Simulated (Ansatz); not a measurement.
According to PBE in the plane-wave PAW code Ansatz, Al₂Pt in the fluorite or antifluorite type structure (Fm-3m) relaxes to a = 5.946 Å. Pt has 8 nearest neighbours from 2.57 Å (cubic). Against the elements it lies at -883 meV/atom, with no fitted shifts.

Electronic character: metallic (no gap). Gap from PBE with spin–orbit coupling: none (metallic).

The bulk modulus is 129 GPa. The relaxed-ion elastic constants in GPa are C11 = 172, C12 = 108, C44 = 44.6. The elastic constants imply a Debye temperature near 287 K. The phonon dispersion is stable (no imaginary branch). The highest mode at Γ lies at 284 cm⁻¹. Bader charges are Pt -3.67, Al +1.83 e.

The cell was relaxed with PBE under the symmetry of its start. The run is not spin-polarised. As this level gives no gap, shear constants depend on the k-mesh and smearing (Fermi–Dirac, 0.1 eV here). As this level gives no gap, phonon frequencies hold no LO–TO term and depend on the k-mesh and smearing (Fermi–Dirac, 0.1 eV here). The references are the lowest solids computed at this level, not always the standard phases. Scalar-relativistic: spin–orbit coupling is off unless named, which matters more the heavier the elements.

Potentials: the later of the program's two PAW sets.
